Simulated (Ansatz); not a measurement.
**Cu (dhcp): energy against volume**

Method: DFT, LDA (PW92), plane waves (420 eV) with PAW, scalar-relativistic in Ansatz 0.2.0. (PAW data from PBE, frozen cores regenerated.)

The cell is scaled uniformly from the relaxed one, with fractional coordinates and shape fixed. Energies are extrapolated to zero smearing, pressures are those at the given smearing. Magnetic state: spin not included.

A Birch-Murnaghan fit gives V₀ = 10.89 Å³/atom, B₀ = 188 GPa, B₀′ = 5.0.

**Question.** What are the energy above the minimum and the pressure at 9.588 Å³/atom?

**Answer.** 117.0 meV/atom and 32.83 GPa as computed.

**Question.** What are the energy above the minimum and the pressure at 10.024 Å³/atom?

**Answer.** 47.3 meV/atom and 19.14 GPa as computed.

**Question.** What are the energy above the minimum and the pressure at 10.460 Å³/atom?

**Answer.** 10.6 meV/atom and 8.38 GPa as computed.
